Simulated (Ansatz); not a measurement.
Response of La₃Tl to small distortions

```
La Tl
1.0
     5.06000    0.00000    0.00000
     0.00000    5.06000    0.00000
     0.00000    0.00000    5.06000
La Tl
3 1
Direct
  0.00000 0.50000 0.50000
  0.50000 0.00000 0.50000
  0.50000 0.50000 0.00000
  0.00000 0.00000 0.00000
```

Atoms are numbered in the order listed.

The cell comes from COD entry 1522573, which wasn't checked; take it as a given geometry.

No spin–orbit coupling, which matters for the heavy atoms here.

These are results of DFT, LDA, PAW with Ansatz's default frozen-core files, scalar-relativistic (Ansatz 0.2.0), not measurements.

Sampling and basis: a Γ-centred 8×8×8 k mesh, Fermi–Dirac smearing of 0.08 eV, cutoff 420 eV, no spin polarisation; the PAW files were made with PBE, and the program remakes their frozen cores for this functional.

The unchanged cell is at -3.62 GPa.

In a metal, stresses and small energies carry noise from the k mesh.

x, y and z are the Cartesian axes of the cell as listed; fractional coordinates follow a strain, and an engineering shear is twice the off-diagonal strain component.

(1) One change gave: energy change +2.1 meV/atom; stress change (xx, yy, zz, yz, xz, xy) 0.05, 0.05, 0.05, 0.37, 0.37, 0.37 GPa, compression positive. Which change was it?
A. equal xy, yz and zx engineering shear strains of +2 %
B. equal xy, yz and zx engineering shear strains of -2 %
C. equal xy, yz and zx engineering shear strains of +1 %
D. equal xy, yz and zx engineering shear strains of -1 %

Answers

(1) B. For equal xy, yz and zx engineering shear strains of -1 %: energy change +0.5 meV/atom; stress change (xx, yy, zz, yz, xz, xy) 0.01, 0.01, 0.01, 0.19, 0.19, 0.19 GPa, compression positive. For equal xy, yz and zx engineering shear strains of +1 %: energy change +0.5 meV/atom; stress change (xx, yy, zz, yz, xz, xy) 0.01, 0.01, 0.01, -0.19, -0.19, -0.19 GPa, compression positive. For equal xy, yz and zx engineering shear strains of +2 %: energy change +2.1 meV/atom; stress change (xx, yy, zz, yz, xz, xy) 0.05, 0.05, 0.05, -0.39, -0.39, -0.39 GPa, compression positive.
